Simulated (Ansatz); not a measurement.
NaAuO$_{2}$:
```yaml
crystal:
  lattice:
    - [3.31557, 1.50702, 0.00000]
    - [-3.31557, 1.50702, 0.00000]
    - [-2.98113, 0.00000, 5.37230]
  atoms:
    - { symbol: Na, position: [0.50000, 0.50000, 0.50000] }
    - { symbol: Au, position: [0.50000, 0.50000, 0.00000] }
    - { symbol: O, position: [0.09020, 0.90980, 0.24606] }
    - { symbol: O, position: [0.90980, 0.09020, 0.75394] }
```

Relaxed with PBEsol.

### Question
Give the Bader charges and basin volumes of the independent atoms, DFT-PBEsol in the program Ansatz with PAW potentials.

### Answer


```
atom  Bader charge (e)  Bader volume (Å³)
----  ----------------  -----------------
Na1              +0.87                8.3
Au2              +1.02               18.1
O3               -0.94               13.7
```

Space group C2/m. The first step of the workflow began from a Materials Project structure, measured or hypothetical; the Crystallography Open Database copy checked does not list it. Whether it is the stable phase at ambient conditions was not checked. The PBEsol relaxation kept the symmetry of its start; whether a distortion lowers the energy is not shown. Scalar-relativistic: spin–orbit coupling is off unless named, which matters more the heavier the elements.

Potentials: the later of the program's two PAW sets.
